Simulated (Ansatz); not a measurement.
# What is wrong with this input? (Al3Pd)

Intended: Al3Pd, PBE, plane waves and PAW in Ansatz. The input:

```yaml
crystal:
  lattice:
    - [3.94691, 0.0, 0.0]
    - [0.0, 3.94691, 0.0]
    - [0.0, 0.0, 3.94691]
  atoms:
    - { symbol: Al, position: [0.0, 0.5, 0.5] }
    - { symbol: Al, position: [0.5, 0.0, 0.5] }
    - { symbol: Al, position: [0.5, 0.5, 0.0] }
    - { symbol: Pd, position: [0.0, 0.0, 0.0] }
basis:
  ecutwfc: 420
kpoints:
  mp_grid: { grid: [10, 10, 10] }
hamiltonian:
  xc: pbe
scf:
  occupations: { method: gaussian, width: 0.1 }
  n_extra_bands: 0
output:
  forces: true
  stress: true
  eigenvalues: true
```

From the log:

```text
Error: inconsistent input (scf.n_extra_bands, scf.occupations.method): n_bands = 14 leaves no empty band above the 14 bands per channel that the deck's 27 electrons occupy, and the occupations search for the Fermi level (a smearing at a finite width, or tetrahedra): a level found among occupied bands alone can fill a metal as an insulator …
```

Task: Which fault does the input hold?
A. Two atoms' positions swapped
B. Lattice vectors in bohr read as angstrom
C. One k-point for a metal
D. No empty bands beside a smearing
E. A total moment locked at a wrong value

Result: D. A smearing spreads electrons over states above the Fermi level, and these must be among the bands solved. The cure is more bands.

Fix:

```diff
 scf:
-  n_extra_bands: 0
```

With the mended input the run converges and gives a pressure of 1.21 GPa, no gap.